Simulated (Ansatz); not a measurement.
# Relaxing a structure of WSe2

The start is a generated cell, WSe2 built in the AFLOW prototype A2B_tI6_139_d_a (L\'2). The structure is fully relaxed (lattice and positions, P = 0) with PBEsol (plane waves to 420 eV, PAW, scalar-relativistic; Ansatz, a first-principles code). The first steps use a coarse 7×7×7 k-mesh.

Initial structure:
```
WSe2
1.0
   -2.38096     2.38096     2.92103
    2.38096    -2.38096     2.92103
    2.38096     2.38096    -2.92103
Se W
2 1
Direct
  0.75000   0.25000   0.50000
  0.25000   0.75000   0.50000
  0.00000   0.00000   0.00000
```

Task: What pressure does the first self-consistent step give?

Result: -15 GPa (negative: the cell is under tension).

Task: How much energy is released per atom?

Result: About 0.25 eV/atom.

Task: How does the volume per atom move from start to end?

Result: -11.4 %, from 22.08 to 19.55 Å³/atom.

Task: How do the shortest distances between atoms change?

Result: The closest pairs of elements (up to four, under 3.6 Å), start → end: Se–W 2.79 → 2.67 Å; Se–Se 2.92 → 3.08 Å.

Task: Is the relaxed structure metallic? Give its gap.

Result: Zero (metallic).

Final values are on a 13×13×13 k-mesh of the relaxed cell. The first round had no spin; a later round switched it on. Spin state reached: ferromagnetic (net 0.55 μB/atom); other spin orders were not run from this start.

The run could not lose the symmetry of its start, so the end can be a saddle point.

All atoms sit on sites fixed by symmetry, so only the cell could relax.

The relaxed structure here is a generated cell of WSe2: the first start was made by placing the elements on the sites of a structure type, and the end was not matched to a known phase here, so it may be hypothetical. Known forms of WSe2 include space group No. 194.
